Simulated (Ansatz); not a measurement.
YbB₂ in the AlB2-type structure

Method: PBE, scalar-relativistic; no spin polarisation; PAW, 420 eV, 12×12×10 k-mesh, Gaussian smearing of 0.05 eV; code Ansatz; PAW files: Ansatz's generated set soft_2.

```yaml
crystal:
  lattice:
    - [3.22943, 0.00000, 0.00000]
    - [-1.61471, 2.79676, 0.00000]
    - [0.00000, 0.00000, 3.84631]
  atoms:
    - { symbol: Yb, position: [0.00000, 0.00000, 0.00000] }
    - { symbol: B, position: [0.33333, 0.66667, 0.50000] }
    - { symbol: B, position: [0.66667, 0.33333, 0.50000] }
```

The start was a prototype's sites filled with these elements; the Crystallography Open Database holds the compound in this structure.

The cell has space group P6/mmm (read at 0.01 Å). In it the stress is 0.00, 0.00, 0.00, 0.00, 0.00, 0.00 GPa and the largest force component 0.000 eV/Å. Each change below starts from this cell, without further relaxation. Stress is in GPa, positive in compression, in the order xx, yy, zz, yz, xz, xy; energies are counted from the cell above and are free energies with the smearing's entropy, which match forces and stress in a metal.

Problem. One atom was moved along a Cartesian axis, and these forces appeared. Which atom, and about how far?
| atom | Fx (eV/Å) | Fy | Fz |
| --- | --- | --- | --- |
| Yb1 | 0.000 | 0.000 | 0.204 |
| B2 | 0.000 | 0.000 | 0.225 |
| B3 | 0.000 | 0.000 | -0.430 |

Solution. Atom 3 (B) is moved by 0.05 Å along z; the energy changes by 10.7 meV per cell.

Problem. What happens when atom 3 (B) is moved by 0.05 Å along x?

Solution. The energy changes by 8.8 meV per cell, and the force on it along the shift is -0.344 eV/Å (−F/u = 6.87 eV/Å²). Stress: 0.18, -0.11, 0.32, 0.00, 0.00, -0.48.
```
atom  Fx (eV/Å)      Fy     Fz
 Yb1      0.129  -0.007  0.000
  B2      0.215   0.032  0.000
  B3     -0.344  -0.025  0.000
```
In a harmonic crystal the energy would rise by −½F·u = ½ × 6.87 × 0.05² eV = 8.6 meV, which matches.

Problem. A single strain component, atoms carried along, gave the stress -3.42, -0.46, -0.58, 0.00, 0.00, 0.00. Which component, and about how large?

Solution. An engineering strain of 1 % in xx; the energy changes by 3.7 meV per cell.

Problem. What stress follows from an engineering strain of 3 % in yz, atoms carried along?

Solution. 0.07, 0.11, 0.26, -4.11, 0.00, 0.00 GPa; the energy changes by 13.4 meV per cell.
The change of the stress over the strain gives a clamped-atom stiffness of about 137 GPa for this component.
In a harmonic crystal the energy would rise by V(½Cε² − σ₀ε), with σ₀ the stress of the unstrained cell, = 13.4 meV, which matches.

Problem. All atoms and the cell are disturbed at random:
```xyz
3
Lattice="3.2694 -0.0058 -0.0264 -1.6397 2.8293 0.0429 -0.0314 0.0408 3.8341" Properties=species:S:1:pos:R:3 pbc="T T T"
Yb   -0.0379    0.0332   -0.0356
B    -0.0168    1.8246    1.9166
B     1.6529    1.0065    1.9697
```
Give the energy change, the stress and the forces.

Solution. 111.2 meV per cell; stress -6.07, -0.52, 1.41, -3.20, 2.50, 0.23 GPa.
```
atom  Fx (eV/Å)      Fy      Fz
 Yb1      0.318  -0.340   0.507
  B2      0.172   0.752   0.197
  B3     -0.490  -0.412  -0.704
```

Problem. All atoms and the cell are disturbed at random:
```
CELL_PARAMETERS angstrom
3.27678 0.00164 -0.01303
-1.63697 2.80093 -0.00462
-0.01551 -0.01530 3.79649
ATOMIC_POSITIONS crystal
Yb 0.99614 0.99519 0.99851
B 0.31984 0.66799 0.50343
B 0.68402 0.33682 0.49805
```
Give the energy change, the stress and the forces.

Solution. 43.2 meV per cell; stress -3.61, -0.55, 3.41, 1.09, 1.04, -1.60 GPa.
```
atom  Fx (eV/Å)      Fy      Fz
 Yb1      0.029   0.111   0.077
  B2      0.556   0.136  -0.163
  B3     -0.585  -0.247   0.086
```

Without a U the 4f levels of Yb lie too near the Fermi level, so their share of the states there, and what hangs on it, is overstated. These numbers lack spin–orbit coupling. Spin polarisation wasn't allowed in this run, so with an open shell this may not be the ground state.
